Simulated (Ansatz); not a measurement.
Input and command of a plane-wave DFT calculation in Ansatz:

```yaml
crystal:
  lattice:
    - [4.99241, 0.0, 0.0]
    - [0.0, 4.99241, 0.0]
    - [0.0, 0.0, 4.70159]
  atoms:
    - { symbol: Ca, position: [0.0, 0.5, 0.5] }
    - { symbol: Ca, position: [0.5, 0.0, 0.5] }
    - { symbol: Ca, position: [0.5, 0.5, 0.0] }
    - { symbol: Pb, position: [0.0, 0.0, 0.0] }
    - { symbol: O, position: [0.5, 0.5, 0.5] }
basis:
  ecutwfc: 420
kpoints:
  mp_grid: { grid: [10, 10, 10] }
hamiltonian:
  xc: pbesol
scf:
  occupations: { method: gaussian, width: 0.15 }
output:
  forces: true
  stress: true
  eigenvalues: true
```

```bash
ansatz run input.yaml --threads 1 --pin off --max-ram 2560MiB --backend cpu --events-out ev --progress --plain --runs-dir out
```

Processor: Arm Neoverse V2, 1 thread, on a host shared with other jobs.

Task: How long does it run, and how much memory does it take?

Result: About 22 s on 1 thread of Arm Neoverse V2, with other jobs on the host, peak memory 0.57 GiB. It solves 30 bands at 126 k points (the mesh reduced by symmetry) with about 2339 plane waves, in 8 SCF iterations.
